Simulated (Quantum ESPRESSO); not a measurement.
CsLiBr₂ is taken in the tetragonal space group P4/nmm, origin choice 1 (No. 129), Pearson symbol tP8. Lattice parameters: a = b = 5.1812 Å, c = 9.9301 Å, α = β = γ = 90.00°. Li on 2c is surrounded by 1 Br at 2.498 Å and 4 Br at 2.717 Å. Br1 on 2c sees 1 Li at 2.498 Å and 5 Cs at 3.633–3.679 Å (octahedral). Br2 on 2a sees 4 Li at 2.717 Å and 4 Cs at 3.948 Å. Cs on 2c is coordinated by 5 Br at 3.633–3.679 Å and 4 Br at 3.948 Å. (Neighbours: up to the widest gap in distance over summed covalent radii, below 1.35, at either atom; cation-cation contacts left out.)

The geometry is that of Materials Project entry mp-23057, symmetrised and not relaxed again.

What does PBEsol (pw.x of Quantum ESPRESSO, ONCV potentials, scalar-relativistic) give for the electronic structure near the Fermi level?

The PBEsol gap is indirect, 4.14 eV, from M to Γ; the smallest direct gap is 4.42 eV. Spin-orbit splittings are left out.

The structure is a Materials Project entry; no match was found in the copy of COD used, and its stability was not checked.
